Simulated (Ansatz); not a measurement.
# Property card for Be12Mo

Be$_{12}$Mo:
```yaml
crystal:
  lattice:
    - [-3.59093, 3.59093, 2.09061]
    - [3.59093, -3.59093, 2.09061]
    - [3.59093, 3.59093, -2.09061]
  atoms:
    - { symbol: Mo, position: [0.00000, 0.00000, 0.00000] }
    - { symbol: Be, position: [0.50000, 0.50000, 0.50000] }
    - { symbol: Be, position: [0.00000, 0.00000, 0.50000] }
    - { symbol: Be, position: [0.50000, 0.00000, 0.00000] }
    - { symbol: Be, position: [0.00000, 0.50000, 0.00000] }
    - { symbol: Be, position: [0.00000, 0.35029, 0.35029] }
    - { symbol: Be, position: [0.00000, 0.64971, 0.64971] }
    - { symbol: Be, position: [0.35029, 0.00000, 0.35029] }
    - { symbol: Be, position: [0.64971, 0.00000, 0.64971] }
    - { symbol: Be, position: [0.50000, 0.28926, 0.78926] }
    - { symbol: Be, position: [0.50000, 0.71074, 0.21074] }
    - { symbol: Be, position: [0.28926, 0.50000, 0.78926] }
    - { symbol: Be, position: [0.71074, 0.50000, 0.21074] }
```

Space group I4/mmm (No. 139); conventional cell a = b = 7.1819 Å, c = 4.1812 Å, α = β = γ = 90.00°.

Method: the program Ansatz at the PBEsol level (PAW). Structure relaxed to zero pressure with the same functional. Other levels are named where they apply.

### Cell and energy

```
Quantity                                                      Result
-----------------------------------------------------  -------------
Volume per atom                                              8.29 Å³
Density                                                   3.14 g/cm³
Formation energy from the elements (no fitted shifts)  -0.12 eV/atom
```

### Electronic structure

```
Item                                                                        Result
------------------------------------  --------------------------------------------
Electronic character                                             metallic (no gap)
Density of states at the Fermi level  0.13 states/eV per atom (mean over ±0.08 eV)
Gap with spin–orbit coupling                                       none (metallic)
```

### Mechanics

```
Item                                                                                                       Value
--------------------------------------------  ------------------------------------------------------------------
Bulk modulus (Birch–Murnaghan fit)                                                                       144 GPa
Pressure derivative B′                                                                                       3.6
Elastic constants (relaxed ions, GPa)         C11 = 395, C12 = -1.4, C13 = 41.8, C33 = 337, C44 = 156, C66 = 132
Mechanical stability                                                      stable (all eigenvalues of C positive)
Hill bulk and shear moduli                                                                       144 and 157 GPa
Young's modulus                                                                                          345 GPa
Poisson's ratio                                                                                             0.10
Debye temperature from the elastic constants                                                              1140 K
```

### Phonons

```
Item                                            Value
-----------------------------  ----------------------
Highest zone-centre frequency                848 cm⁻¹
Zone-centre stability          no imaginary mode at Γ
```

The start of the workflow was typed in or built on a structure type; neither database checked (COD, Materials Project) lists it. Its standing as an ambient phase is unchecked. The PBEsol relaxation kept the symmetry of its start. The run is not spin-polarised. As this level gives no gap, shear constants depend on the k-mesh and smearing (Fermi–Dirac, 0.1 eV here). As this level gives no gap, phonon frequencies hold no LO–TO term and depend on the k-mesh and smearing (Fermi–Dirac, 0.1 eV here). Axis ratios of metals converge slowly with the k-mesh, so a and c are less sure than the volume. The references are the lowest solids computed at this level, not always the standard phases. Scalar-relativistic: spin–orbit coupling is off unless named, which matters more the heavier the elements.

Potentials: the earlier of the program's two PAW sets. The files were generated under PBE; for other functionals the program regenerates the frozen cores, and for LDA and PBEsol the local potential too.
